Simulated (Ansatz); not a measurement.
Space group P4/mmm (No. 123). a = 3.180 Å, b = 3.180 Å, c = 9.542 Å, α = 90.00°, β = 90.00°, γ = 90.00°
```json
{"atom": "Mo", "site": "1d", "symmetry": "4/mmm", "x": "0.5000", "y": "0.5000", "z": "0.5000"}
{"atom": "W", "site": "2g", "symmetry": "4mm", "x": "0.0000", "y": "0.0000", "z": "0.6659"}
{"atom": "W", "site": "2h", "symmetry": "4mm", "x": "0.5000", "y": "0.5000", "z": "0.8329"}
{"atom": "W", "site": "1a", "symmetry": "4/mmm", "x": "0.0000", "y": "0.0000", "z": "0.0000"}
```

Equation of state of this MoW5 structure (not necessarily the ground state), with shape and atoms relaxed at each volume where symmetry leaves them free. It has no gap at any of these volumes. Computed with Ansatz 0.2.0, DFT PBE, scalar-relativistic, plane waves, PAW.

Settings: cutoff 420 eV, Γ-centred mesh 12×12×4 on the computed 6-atom cell, Gaussian smearing of 0.10 eV; no spin polarisation.

| V (Å³/atom) | E − E(largest V) (meV/atom) | P (GPa) |
| --- | --- | --- |
| 14.151 | 137.49 | 48.83 |
| 14.633 | 14.28 | 33.57 |
| 15.115 | -66.63 | 20.63 |
| 15.598 | -111.75 | 9.55 |
| 16.080 | -125.98 | -0.02 |
| 16.563 | -113.36 | -8.25 |
| 17.045 | -77.65 | -15.29 |
| 17.688 | 0.00 | -23.08 |

Problem. Fit a third-order Birch–Murnaghan equation, E = E0 + (9V0B0/16)·[(x − 1)³B0' + (x − 1)²(6 − 4x)] with x = (V0/V)^(2/3), to E(V).

Solution. V0 = 16.08 Å³/atom, B0 = 295 GPa, B0' = 4.0.

Spin-orbit coupling is left out, which matters for the bands of heavy elements.

The cell was found from a structure generator's guess, not taken from experiment.
